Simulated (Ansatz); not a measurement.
Cu Kα1 powder pattern (kinematic, no thermal factors).
```tsv
2θ (°)	relative intensity
12.98	100
13.81	2
19.00	2
26.12	4
27.41	1
27.83	22
30.82	67
38.54	52
39.63	3
49.12	24
49.23	18
51.13	18
53.74	4
56.57	4
57.49	3
59.21	10
61.59	7
64.20	11
64.96	4
68.81	2
72.09	7
75.77	3
75.85	8
79.02	2
80.51	8
82.60	3
84.93	10
89.16	6
```

The pattern is computed from a structure relaxed with DFT PBE, scalar-relativistic, plane waves, PAW (Ansatz 0.2.0). No spin polarisation. Its elements are Hf, S, Sn.

**Question.** Give the structure.

**Answer.** HfSn3S8.
Space group P-3m1 (No. 164). a = 7.398 Å, b = 7.398 Å, c = 6.817 Å, α = 90.00°, β = 90.00°, γ = 120.00°
```tsv
atom	site	symmetry	x	y	z
Hf	1a	-3m.	0.0000	0.0000	0.0000
Sn	3e	.2/m.	0.5000	0.5000	0.0000
S	6i	.m.	0.6693	0.8347	0.2166
S	2d	3m.	0.6667	0.3333	0.2149
```

A pattern alone doesn't exclude other cells with like lines; this is the one computed.

It was reached by relaxing an invented guess, and it needn't be the stable form of this composition. No dispersion correction is applied, so the spacing between layers, chains or molecules is poorly fixed.
